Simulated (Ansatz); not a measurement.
## CrB₃P₄: relaxed-ion elastic tensor

Level of theory: DFT PBE, scalar-relativistic, plane waves, PAW in Ansatz 0.2.0. Cutoff 420 eV, 6×6×6 k-points (Γ-centred), Gaussian smearing of 0.10 eV. Collinear spin, site moments 2.1, 0.0, 0.0, 0.0, 0.0, 0.0, 0.0, 0.0 μB.

Relaxed structure:
```xyz
8
Lattice="4.7709 0.0000 0.0000 0.0000 4.7709 0.0000 0.0000 0.0000 4.7709" Properties=species:S:1:pos:R:3 pbc="T T T"
Cr    0.0000    0.0000    0.0000
B     0.0000    2.3854    2.3854
B     2.3854    2.3854    0.0000
B     2.3854    0.0000    2.3854
P     1.2763    3.4946    3.4946
P     3.4946    3.4946    1.2763
P     3.4946    1.2763    3.4946
P     1.2763    1.2763    1.2763
```

The structure comes from a generated guess, relaxed at this level; another structure or a mixture of phases may lie lower. In a metal, frequencies and elastic constants depend on the k mesh and the smearing, soft modes and shear constants most.

Question: Give the relaxed-ion elastic constants (GPa, Voigt order xx yy zz yz xz xy, on the Cartesian axes of the cell above).

Answer:
```
187.8  96.3  96.3   0.0   0.0   0.0
 96.3 187.8  96.3   0.0   0.0   0.0
 96.3  96.3 187.8   0.0   0.0   0.0
  0.0   0.0   0.0  51.6   0.0   0.0
  0.0   0.0   0.0   0.0  51.6   0.0
  0.0   0.0   0.0   0.0   0.0  51.6
```

Question: Is the crystal stable against homogeneous strain?

Answer: Yes: the least eigenvalue of the tensor is 51.6 GPa.

Question: And the moduli of a polycrystal (Hill averages)?

Answer: B = 127 GPa, G = 49 GPa, E = 131 GPa, ν = 0.33.
